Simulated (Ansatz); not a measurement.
Here is the system:

Relaxed Rh (fcc, Cu type):

```yaml
crystal:
  lattice:
    - [3.80012, 0.00000, 0.00000]
    - [0.00000, 3.80012, 0.00000]
    - [0.00000, 0.00000, 3.80012]
  atoms:
    - { symbol: Rh, position: [0.00000, 0.00000, 0.00000] }
    - { symbol: Rh, position: [0.50000, 0.50000, 0.00000] }
    - { symbol: Rh, position: [0.50000, 0.00000, 0.50000] }
    - { symbol: Rh, position: [0.00000, 0.50000, 0.50000] }
```

Scan: atom 1 (Rh, nearest neighbour Rh at 2.687 Å; its periodic images, 3.8 Å or more away, move with it) is displaced along Cartesian x, direction (1.000, 0.000, 0.000) in Cartesian axes, by s. The other atoms stay.

Computed with r2SCAN (plane waves to 500 eV, PAW, scalar-relativistic; Ansatz, a program for electronic structure). k mesh 10×10×10 (Γ-centred), Fermi-Dirac smearing 0.05 eV. Energies are smeared free energies. With partly filled bands, energies and forces of such displacements shift with the k mesh and the smearing. Rh is run without spin polarisation. Rh was relaxed with its symmetry unable to fall. The PAW data are Ansatz's earlier set. The zero of ΔE is the undisplaced structure.

The scan covers s from -0.270 to 0.270 Å in 11 points.

Problem. Is this a single well or a double well?

Solution. A single well with its minimum at or next to zero displacement.

Problem. Is the energy the same for equal positive and negative displacements?

Solution. Even: the same for both signs. With its periodic images moving along, the atom's site symmetry in this cell is m-3m.

Problem. What is the force constant k = d²E/ds² of this move at s = 0?

Solution. 11.6 eV/Å².

(For displaced atoms, the force is minus the slope of the energy, and its curvature is a force constant, which sets phonon frequencies.)
